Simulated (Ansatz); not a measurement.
Al (fcc, Cu type)

```yaml
crystal:
  lattice:
    - [3.99199, 0.00000, 0.00000]
    - [0.00000, 3.99199, 0.00000]
    - [0.00000, 0.00000, 3.99199]
  atoms:
    - { symbol: Al, position: [0.00000, 0.00000, 0.00000] }
    - { symbol: Al, position: [0.50000, 0.50000, 0.00000] }
    - { symbol: Al, position: [0.50000, 0.00000, 0.50000] }
    - { symbol: Al, position: [0.00000, 0.50000, 0.50000] }
```

Scan: atom 4 (Al, nearest neighbour Al at 2.823 Å; its periodic images, 4.0 Å or more away, move with it) is displaced along Cartesian [110], direction (0.707, 0.707, 0.000) in Cartesian axes, by s. The other atoms stay.

Calculation: r2SCAN (plane waves to 500 eV, PAW, scalar-relativistic; Ansatz, a first-principles code). k mesh 9×9×9 (Γ-centred), Fermi-Dirac smearing 0.05 eV. Energies are smeared free energies. With partly filled bands, energies and forces of such displacements shift with the k mesh and the smearing. On this mesh the relaxed cell isn't quite at rest: it carries a pressure of 0.3 GPa (compression positive) at the zero of the scan. Al was relaxed with its symmetry unable to fall. The zero of ΔE is the undisplaced structure. The last digit holds for this mesh only.

| s (Å) | ΔE (meV/cell) |
|---|---|
| -0.560 | 1037.9 |
| -0.448 | 620.9 |
| -0.336 | 331.3 |
| -0.224 | 141.7 |
| -0.112 | 34.6 |
| 0.000 | 0.0 |
| 0.112 | 34.6 |
| 0.224 | 141.7 |
| 0.336 | 331.3 |
| 0.448 | 620.9 |
| 0.560 | 1037.9 |

**Question.** What force constant k = d²E/ds² at s = 0 does the table give?

**Answer.** 5.5 eV/Å². It is the second difference of the nearest points, corrected with the next pair.

**Question.** With k = 5.48 eV/Å² from the forces, is the well harmonic out to s = 0.560 Å?

**Answer.** ½ks² = 859 meV/cell against the computed 1038 meV/cell, so the well is stiffer than harmonic there.

(For displaced atoms, the force is minus the slope of the energy, and its curvature is a force constant, which sets phonon frequencies.)
